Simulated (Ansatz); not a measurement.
CsSnBr3 (cubic perovskite, Pm-3m), DFT-PBE in the program Ansatz with PAW potentials, all energies at zero smearing, with the estimated change up to a 700 eV cutoff added, with one set of potentials and settings (totals compare only within such a set). Cell of 5 atoms (1 Cs, 1 Sn, 3 Br): -20050.760 eV.

```tsv
element	reference phase	E (eV/atom)
Cs	P6_3/mmc, 2 atoms in the cell	-5670.7673
Sn	Fd-3m, 2 atoms in the cell	-6024.2128
Br	Cmce, 4 atoms in the cell	-2783.1821
```

Formation energy per atom, worked out: (-20050.760 − 1×(-5670.7673) − 1×(-6024.2128) − 3×(-2783.1821))/5 = -1.247 eV/atom (-120 kJ per mol of atoms), at 0 K, without zero-point energy or fitted corrections.

Symmetry was held in the PBE relaxation; of distortions, only those at the zone centre were tested. The references are the lowest solids computed at this level, not always the standard phases. Scalar-relativistic: spin–orbit coupling is off unless named, which matters more the heavier the elements.

Potentials: the later of the program's two PAW sets.
